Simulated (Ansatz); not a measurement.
Relaxation of a relaxed Ru cell shaken by Gaussian noise of σ = 0.08 Å a coordinate; 8 atoms in the cell, which starts as P1 (No. 1), aP8; a = 5.2274 Å, b = 5.2274 Å, c = 5.2274 Å, α = 109.47°, β = 109.47°, γ = 109.47°. These are r2SCAN (plane waves to 500 eV, PAW, scalar-relativistic; Ansatz, an electronic-structure program) values and carry that method's errors. Γ-centred k-mesh 8×8×8 on the run's cell (coarser than for final values), Fermi–Dirac smearing 0.05 eV. This is the first round of the run. 

The optimiser's lines from the output (shortened; P is positive under compression):

```
relax step   1: F+E_penalty+E_count = -47123.43875349 eV  Δ(F+E_penalty+E_count) = +0.000e0 eV  max|allowed force component| = 4.065e0 eV/Å  Δτ_max = 0.0000 Å  P = +7.960 GPa  Ω = 109.958 Å³  (13 SCF iters, dr2 threshold 1.00e-7 eV, accepted)
relax step   2: F+E_penalty+E_count = -47124.55140125 eV  Δ(F+E_penalty+E_count) = -1.113e0 eV  max|allowed force component| = 9.468e-1 eV/Å  Δτ_max = 0.1933 Å  P = +7.357 GPa  Ω = 107.726 Å³  (10 SCF iters, dr2 threshold 8.00e-7 eV, accepted)
relax step   3: F+E_penalty+E_count = -47124.72663795 eV  Δ(F+E_penalty+E_count) = -1.752e-1 eV  max|allowed force component| = 4.562e-2 eV/Å  Δτ_max = 0.0739 Å  P = -1.917 GPa  Ω = 110.628 Å³  (10 SCF iters, dr2 threshold 8.00e-7 eV, accepted)
relax step   4: F+E_penalty+E_count = -47124.73210507 eV  Δ(F+E_penalty+E_count) = -5.467e-3 eV  max|allowed force component| = 8.040e-3 eV/Å  Δτ_max = 0.0045 Å  P = -0.002 GPa  Ω = 109.974 Å³  (6 SCF iters, dr2 threshold 8.00e-7 eV, accepted)
relax step   5: F+E_penalty+E_count = -47124.73216031 eV  Δ(F+E_penalty+E_count) = -5.524e-5 eV  max|allowed force component| = 4.688e-4 eV/Å  Δτ_max = 0.0011 Å  P = -0.002 GPa  Ω = 109.970 Å³  (5 SCF iters, dr2 threshold 4.94e-8 eV, accepted)
relax step   6: F+E_penalty+E_count = -47124.73216313 eV  Δ(F+E_penalty+E_count) = -2.817e-6 eV  max|allowed force component| = 4.934e-4 eV/Å  Δτ_max = 0.0000 Å  P = -0.007 GPa  Ω = 109.970 Å³  stress off target by 1.01e-2 GPa  SCF on the basis re-selected at this cell (its energy is not comparable with the rows above)  (7 SCF iters)
```

From the first to the last row the energy changes by -0.16 eV/atom and the volume by 0.0 %. The last row is marked as not comparable with the walk above it, whose basis was carried along; it does compare with step 1, since both stand on a basis selected at the nominal cutoff for their own cell.

Later rounds, restarted from the end of this one on a renewed k-mesh, logged 4 more steps and released under 0.01 eV/atom more. The final structure after all rounds: I-43d (No. 220), cI16, AFLOW prototype A_cI16_220_c (as in Li); a = b = c = 6.0360 Å, α = β = γ = 90.00°. Between re-selections the logged energies stand on a plane-wave basis carried along with the cell. No spin polarisation in the result.

The relaxed structure here is a generated cell of Ru: the first start was made by placing the elements on the sites of a structure type, and the end was not matched to a known phase here, so it may be hypothetical. Known forms of Ru include space group No. 194.
